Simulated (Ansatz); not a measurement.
A trial structure of AlCo4 was built thus: random cell by space group and Wyckoff sites (Cmmm, No. 65). Its size is a rough estimate.

```xyz
5
Lattice="2.9119 -3.1548 0.0000 2.9119 3.1548 0.0000 0.0000 0.0000 3.7334" Properties=species:S:1:pos:R:3 pbc="T T T"
Al    2.9119    0.0000    0.0000
Co    4.6447    0.0000    0.0000
Co    1.1791    0.0000    0.0000
Co    2.9119    1.1902    1.8667
Co    2.9119   -1.1902    1.8667
```

These are results of Ansatz, DFT PBE, scalar-relativistic, plane waves, PAW, not measurements. Cutoff 420 eV, Gaussian smearing, Γ-centred meshes. Cell and atoms relax first on a coarse mesh and then on a finer one. In between, the cell is made exact in the group found at 0.06 Å. In metals the finer mesh still leaves noise of several meV/atom or more. The steps can't lower the symmetry of their start, moments included. Collinear spin, starting moments 0 -3 -3 3 3 μB in the order of the atoms.

A guess keeps its type if space group and coordination stay and the shape of the cell changes little (axis ratios within about 15 %, angles within 6°); the volume may change.

Task: Does it keep its structure type, or change into something else?

Result: It doesn't keep its type. The symmetry stays Cmmm (No. 65). The volume per atom shrinks by 4.6 %, from 13.7 to 13.1 Å³. The shortest distance goes from 1.73 Å (Al–Co) to 2.26 Å (Co–Co). Counting neighbours within 15 % of an atom's shortest distance, the start has Al 2, Co 1/3 and the end Al 10, Co 8/10. In detail, at the end Al is surrounded by 6 Co at 2.33–2.34 Å and 4 Co at 2.61 Å; Co on a site of symmetry m2m is surrounded by 1 Co at 2.30 Å, 1 Al at 2.33 Å, 6 Co at 2.57–2.63 Å and 2 Al at 2.61 Å; Co on a site of symmetry 2mm is surrounded by 1 Co at 2.26 Å, 2 Al at 2.34 Å, 1 Co at 2.43 Å and 4 Co at 2.57 Å.

```yaml
crystal:
  lattice:
    - [2.34822, -3.47906, 0.00000]
    - [2.34822, 3.47906, 0.00000]
    - [0.00000, 0.00000, 4.00547]
  atoms:
    - { symbol: Al, position: [0.50000, 0.50000, 0.00000] }
    - { symbol: Co, position: [0.16537, 0.83463, 0.00000] }
    - { symbol: Co, position: [0.83463, 0.16537, 0.00000] }
    - { symbol: Co, position: [0.24086, 0.24086, 0.50000] }
    - { symbol: Co, position: [0.75914, 0.75914, 0.50000] }
```

The zero of energy is the elements' standard structures at the same level; no fitted shifts are applied.

Task: At what energy does it end?

Result: +0.38 eV/atom. It can't be a ground state, since the elements alone are lower.

The last run used collinear spin, a 10×10×10 mesh for its 5-atom cell and Gaussian smearing of 0.10 eV. Another magnetic order may lie lower. Symmetry constrained the relaxation, so the result can be a saddle point.

In counts of neighbours, a slash parts the counts of unlike sites.
